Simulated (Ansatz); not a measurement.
Polymorphs of Al₂O₃, each relaxed with the program Ansatz at the r²SCAN level (PAW):

A: corundum (R-3c)
a = 4.758 Å, b = 4.758 Å, c = 12.992 Å, α = 90.00°, β = 90.00°, γ = 120.00°

```csv
atom,site,symmetry,x,y,z
Al,12c,3.,0.0000,0.0000,0.1482
O,18e,.2,0.3063,0.3063,0.7500
```

B: R-3
a = 4.8006 Å, b = 4.8006 Å, c = 13.4042 Å, α = 90.00°, β = 90.00°, γ = 120.00°

```csv
atom,site,symmetry,x,y,z
Al,3a,-3.,0.0000,0.0000,0.0000
Al,3b,-3.,0.0000,0.0000,0.5000
Al,6c,3.,0.0000,0.0000,0.3069
O,18f,1,0.0329,0.3543,0.0748
```

**Question.** Order them by energy per atom at 0 K (lowest first) at the level r²SCAN.

**Answer.** A (+0 meV/atom), B (+79 meV/atom)

**Question.** Give each one's gap.

**Answer.** A 7.15 eV; B 6.89 eV.

Not the usual ambient phase: B. All cells were relaxed under the symmetry of their starts (and spin orders); stability against distortions was not tested throughout.

Energies hold the estimated change up to a 700 eV cutoff; steps of a few meV lie near the error of the meshes.

Potentials: the earlier of the program's two PAW sets.
